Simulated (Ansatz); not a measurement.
Here is the system:

NaI (rock salt) is sheared across one {100} plane: the third cell vector gains the shift, so faults repeat every 9.8 Å. The cut lies between planes 3.26 Å apart; the cell height is held.

```yaml
crystal:
  lattice:
    - [4.61673, 0.00000, 0.00000]
    - [0.00000, 4.61673, 0.00000]
    - [2.30836, 2.30836, 9.79356]
  atoms:
    - { symbol: I, position: [0.00000, 0.00000, 0.83333] }
    - { symbol: I, position: [0.33333, 0.33333, 0.16667] }
    - { symbol: I, position: [0.66667, 0.66667, 0.50000] }
    - { symbol: Na, position: [0.83333, 0.83333, 0.16667] }
    - { symbol: Na, position: [0.16667, 0.16667, 0.50000] }
    - { symbol: Na, position: [0.50000, 0.50000, 0.83333] }
```

In-plane vectors a = (4.617, 0.000) Å, b = (0.000, 4.617) Å, area 21.31 Å². The shift is s times the vector a (length 4.617 Å), so s = 1 restores the start. The shift is rigid: no atom relaxes. γ = [E(shift) − E(0)] / area.

Level of theory: PBE (plane waves to 420 eV, PAW, scalar-relativistic; Ansatz, a quantum-chemistry and plane-wave program). k mesh 6×6×6 (Γ-centred), Fermi-Dirac smearing 0.05 eV. Energies are extrapolated to zero smearing. Faults lie only 9.8 Å apart, and holding the cell height and the atoms raises γ above its relaxed value. NaI was relaxed with its symmetry unable to fall. Spin-orbit coupling is left out, though I is heavy. γ is measured from zero shift.

The scan covers s from 0.000 to 0.917 in 12 points.

**Question.** At which s is γ highest?

**Answer.** s = 0.500.

**Question.** Does γ have a local minimum between the ends of the line, and at which s?

**Answer.** No computed point is one.

**Question.** What is the highest γ among twelve even steps of s?

**Answer.** 267 mJ/m².

(The slope of γ gives the shear force per area between the displaced halves; near zero shift its curvature is an elastic stiffness.)
